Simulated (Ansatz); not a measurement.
The elements of this relaxed trial crystal are hidden behind letters.

```
lattice vectors (Å)
   4.2852    0.0000    0.0000
   0.0000    4.2852    0.0000
   0.0000    0.0000   10.1174
fractional positions
X 0.0000 0.5000 0.8550
X 0.5000 0.0000 0.1450
Z 0.0000 0.0000 0.5000
Q 0.0000 0.5000 0.5054
Q 0.5000 0.0000 0.4946
Q 0.0000 0.0000 0.2962
Q 0.0000 0.0000 0.7038
Q 0.5000 0.5000 0.0000
```

Method: DFT PBE, scalar-relativistic, plane waves, PAW (Ansatz 0.2.0). Cutoff 420 eV, Γ-centred 10×10×4 mesh (8-atom cell), Gaussian smearing of 0.10 eV, collinear spin.

| Property | Result |
| --- | --- |
| Space group | P-4m2 (No. 115) |
| Conventional cell | a = 4.285 Å, c = 10.117 Å |
| Volume per atom | 23.22 Å³ |
| Density | 2.36 g/cm³ |
| Energy over the elements | −3.03 eV/atom |
| Gap on the 10×10×4 mesh of the 8-atom cell | 0 eV (a metal) |
| Net moment per atom | 0.11 μB |

Energies are uncorrected and count from the elements' standard states at the same level.

Task: X is an s-block element of period 4, Z is a d-block element of period 5 and Q is a p-block element of period 2. Which elements are they?

Result: X = K, Z = Zr, Q = F, so the formula is K2ZrF5. Density times volume gives a mean mass of 2.36 × 23.22/1.6605 = 33.0 u per atom, and this set has 33.1 u. K has 4 F at 2.60–2.63 Å; Zr has 6 F at 2.06–2.14 Å; F on a site of symmetry 2mm is surrounded by 2 Zr at 2.14 Å; 2 more sites not described. Other sets within the hints have nearly the same mass, so mass alone doesn't settle it; this one was computed.

Another magnetic order may lie lower. A structure relaxed within its symmetry needn't be a true minimum.
